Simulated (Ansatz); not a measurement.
## Au: all-electron results

```yaml
crystal:
  lattice:
    - [2.90000, 0.00000, 0.00000]
    - [-1.45000, 2.51147, 0.00000]
    - [0.00000, 0.00000, 4.88000]
  atoms:
    - { symbol: Au, position: [0.33333, 0.66667, 0.75000] }
    - { symbol: Au, position: [0.66667, 0.33333, 0.25000] }
```

Atoms are numbered in the order listed.

Conventional cell: a = 2.900 Å, b = 2.900 Å, c = 4.880 Å, α = 90.00°, β = 90.00°, γ = 120.00°. Around Au (atom 1) lie 12 Au at 2.90 to 2.96 Å.

The geometry is COD entry 1545302, unchecked; take it as a test cell.

No spin–orbit coupling, which matters for the heavy atoms here.

Theory: DFT, LDA, all-electron LAPW, scalar-relativistic (Ansatz 0.2.0).

Settings: a Γ-centred 14×14×8 k mesh, Fermi–Dirac smearing of 0.03 eV, basis error target 0.25 meV/atom, no spin polarisation.

```yaml
Pressure_at_this_cell: -10.70 GPa
Volume_per_atom: 17.77 Å³
```

Question: Predict this quantity. Density of states at the Fermi level (0.2 eV bin).

Answer: 0.70 states/eV per cell.

Question: Stress xx, yy, zz (compression positive): what does the calculation give?

Answer: -10.74, -10.74, -10.61 GPa.

Question: Band gap: what does the calculation give?

Answer: none: bands cross the Fermi level, a metal.
